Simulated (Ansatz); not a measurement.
Simulated powder pattern, Cu Kα1, λ = 1.54056 Å (kinematic, ideal powder, no thermal factors, no anomalous dispersion; the 30 strongest lines at most, above 1 %, up to 2θ = 90°):

| 2θ (°) | I/Imax (%) |
|---|---|
| 29.25 | 23 |
| 31.95 | 25 |
| 33.43 | 100 |
| 43.87 | 16 |
| 51.88 | 20 |
| 57.89 | 22 |
| 60.67 | 3.1 |
| 62.23 | 23 |
| 63.13 | 17 |
| 66.80 | 3.1 |
| 70.22 | 4.1 |
| 74.55 | 3.5 |
| 81.43 | 8.4 |
| 83.85 | 2.6 |
| 86.02 | 15 |
| 89.35 | 9.3 |

The pattern belongs to a structure relaxed with the program Ansatz at the r²SCAN level (PAW).

Task: Which of these materials gives this?
A. Tl, hcp (Mg type)
B. Ca, fcc (Cu type)
C. Rb, bcc (W type)
D. Pb, fcc (Cu type)

Result: A, Tl, hcp (Mg type)

Task: Give the lattice parameters.

Result: a = 3.522 Å, c = 5.597 Å.

Space group P6_3/mmc (hcp (Mg type)). The cell was relaxed with r²SCAN under the symmetry of its start; of distortions, only those at the zone centre were tested. Axis ratios of metals converge slowly with the k-mesh, so a and c are less sure than the volume. Spin–orbit coupling is left out wherever it is not named.

Potentials: the later of the program's two PAW sets.
